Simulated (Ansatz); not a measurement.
## LaAg: relaxation of cell and atoms

Level of theory: Ansatz 0.2.0, DFT, LDA, all-electron LAPW, scalar-relativistic.

Command: `ansatz run input.yaml --threads 1 --pin off --max-ram 2048MiB --backend cpu --events-out ev --progress --plain --runs-dir out` The run took about 44 s on 1 thread of a shared machine.

```yaml
crystal:
  lattice:
    - [3.8577057357, 0.0, 0.0]
    - [0.0, 3.8577057357, 0.0]
    - [0.0, 0.0, 3.8577057357]
  atoms:
    - { symbol: La, position: [0.5, 0.5, 0.5] }
    - { symbol: Ag, position: [0.0, 0.0, 0.0] }
kpoints:
  mp_grid: { grid: [9, 9, 9] }
scf:
  occupations: { method: fermi_dirac, width: 0.05 }
hamiltonian:
  xc: lda
  pseudopotentials: { kind: all_electron, lapw: { basis_error: 0.001 } }
output:
  forces: true
  stress: true
relax:
  f_tol: 0.005
  max_steps: 80
  cell: {}
```

No spin–orbit coupling, which matters for the heavy atoms here.

The cell comes from COD entry 9008798, which wasn't checked; take it as a given geometry. The listed cell was then made from it by scaling, straining or moving an atom.

Each frame lists the cell vectors (Å), then Cartesian positions (Å); symmetry keeps all forces zero. Free energies count from the first step, -375458.7971 eV.

The walk took 5 evaluations in all; steps that aren't listed are left out.

Step 1: E = 0.0 meV, P = -6.00 GPa

```
cell 3.8577 0.0000 0.0000 0.0000 3.8577 0.0000 0.0000 0.0000 3.8577
La    1.9289    1.9289    1.9289
Ag    0.0000    0.0000    0.0000
```

Step 2: E = -124.4 meV, P = 1.99 GPa

```
cell 3.6733 0.0000 0.0000 0.0000 3.6733 0.0000 0.0000 0.0000 3.6733
La    1.8366    1.8366    1.8366
Ag    0.0000    0.0000    0.0000
```

Step 3: E = -132.8 meV, P = -0.38 GPa

```
cell 3.7159 0.0000 0.0000 0.0000 3.7159 0.0000 0.0000 0.0000 3.7159
La    1.8580    1.8580    1.8580
Ag    0.0000    0.0000    0.0000
```

Question: How does the relaxation end?

Answer: It converges, with a = 3.709 Å, b = 3.709 Å, c = 3.709 Å, α = 90.00°, β = 90.00°, γ = 90.00° (conventional cell, space group Pm-3m). The last solve (on a basis chosen afresh for the final cell, so its energy is not quite comparable) gives E = -133.1 meV, P = -0.02 GPa:
```
cell 3.7089 0.0000 0.0000 0.0000 3.7089 0.0000 0.0000 0.0000 3.7089
La    1.8545    1.8545    1.8545
Ag    0.0000    0.0000    0.0000
```
